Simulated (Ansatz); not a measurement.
A relaxed structure of AlFe is spoiled in several ways and relaxed again each time (squeezed and stretched starts keep its symmetry, which their runs cannot lower; pressure is positive under compression). Calculation: PBEsol (plane waves to 420 eV, PAW, scalar-relativistic; Ansatz, a quantum-chemistry and plane-wave program).

```cif
data_AlFe
_chemical_formula_sum 'Al1 Fe1'
_space_group_name_H-M_alt 'Pm-3m'
_space_group_IT_number 221
_space_group_name_Hall '-P 4 2 3'
_cell_length_a 2.84546
_cell_length_b 2.84546
_cell_length_c 2.84546
_cell_angle_alpha 90.000
_cell_angle_beta 90.000
_cell_angle_gamma 90.000
loop_
_atom_site_label
_atom_site_type_symbol
_atom_site_symmetry_multiplicity
_atom_site_Wyckoff_symbol
_atom_site_fract_x
_atom_site_fract_y
_atom_site_fract_z
_atom_site_occupancy
Al1 Al 1 a 0.00000 0.00000 0.00000 1
Fe1 Fe 1 b 0.50000 0.50000 0.50000 1
```

One start gave a first pressure of -19.7 GPa, a largest first force of 0.00 eV/Å and released 0.12 eV/atom. Which change was it?
A. squeezed uniformly to 70 % of its volume
B. deformed by the Cartesian strain tensor (xx, yy, zz, yz, xz, xy) = (0.004, 0.079, 0.181, -0.090, -0.015, 0.021)
C. stretched uniformly to 115 % of its volume

C, stretched uniformly to 115 % of its volume. All starts:

| change | first pressure (GPa) | largest first force (eV/Å) | released (eV/atom) | moves | outcome | final group | E − E(parent) (eV/atom) |
|---|---|---|---|---|---|---|---|
| deformed by the Cartesian strain tensor (xx, yy, zz, yz, xz, xy) = (0.004, 0.079, 0.181, -0.090, -0.015, 0.021) | -17.8 | 0.00 | 0.37 | 12 | returns to the parent | Pm-3m | 0.00 |
| stretched uniformly to 115 % of its volume | -19.7 | 0.00 | 0.12 | 5 | returns to the parent | Pm-3m | 0.00 |
| squeezed uniformly to 70 % of its volume | 140.8 | 0.00 | 1.12 | 8 | returns to the parent | Pm-3m | 0.00 |

First-step values come from each run's starting, coarser k-mesh (11×11×10, 11×11×11, 13×13×13). Each cell has its own k-point mesh; energy differences are given only to the digits this allows. Spin states reached: ferromagnetic; spin orders were not searched systematically.
